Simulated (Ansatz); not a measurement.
LaN:
```
LaN
1.0
   10.62890     0.00000     0.00000
    0.00000     3.75992     0.00000
    0.00000     0.00000     3.75725
La N
4 4
Direct
  0.12385   0.25000   0.26061
  0.37615   0.75000   0.76061
  0.87615   0.75000   0.73939
  0.62385   0.25000   0.23939
  0.87963   0.25000   0.27475
  0.62037   0.75000   0.77475
  0.12037   0.75000   0.72525
  0.37963   0.25000   0.22525
```

Relaxed with PBE. Special points in fractions of this cell's reciprocal vectors: Γ (0.000, 0.000, 0.000); X (0.500, 0.000, 0.000); S (0.500, 0.500, 0.000); Y (0.000, 0.500, 0.000); Z (0.000, 0.000, 0.500); U (0.500, 0.000, 0.500); R (0.500, 0.500, 0.500); T (0.000, 0.500, 0.500).

List the band energies nearest the valence-band maximum at these points for the program Ansatz at the PBE with spin–orbit coupling level (PAW).

In eV from the valence-band maximum; about four levels below and three above (degenerate sets whole), none deeper than 8.9 eV; points with the same levels are listed once.

```tsv
k	below	above
Γ	-0.27 -0.27 0.00 0.00	0.31 0.31 1.00 1.00
X	-0.34 -0.34 -0.34 -0.34	0.50 0.50 0.50 0.50
S	-1.53 -1.53 -1.53 -1.53 -1.53 -1.53 -1.53 -1.53	2.90 2.90 2.90 2.90 2.91 2.91 2.91 2.91
Y	-0.80 -0.80 -0.80 -0.80	2.59 2.59 2.59 2.59
Z	-0.78 -0.78 -0.78 -0.78	2.56 2.56 2.56 2.56
U	-1.50 -1.50 -1.50 -1.50	2.78 2.78 2.78 2.78
R	-0.15 -0.15 -0.15 -0.15	1.01 1.01 1.01 1.01
T	-0.15 -0.15 -0.15 -0.15 -0.14 -0.14 -0.14 -0.14	0.18 0.18 0.18 0.18
```

Space group Pnma. The start of the workflow was typed in or built on a structure type; neither database checked (COD, Materials Project) lists it. COD files the formula under space group No. 225, so this cell is another polymorph or a model. Whether it is the stable phase at ambient conditions was not checked. The PBE relaxation kept the symmetry of its start; its stability against distortions is not shown here.

Potentials: the later of the program's two PAW sets.
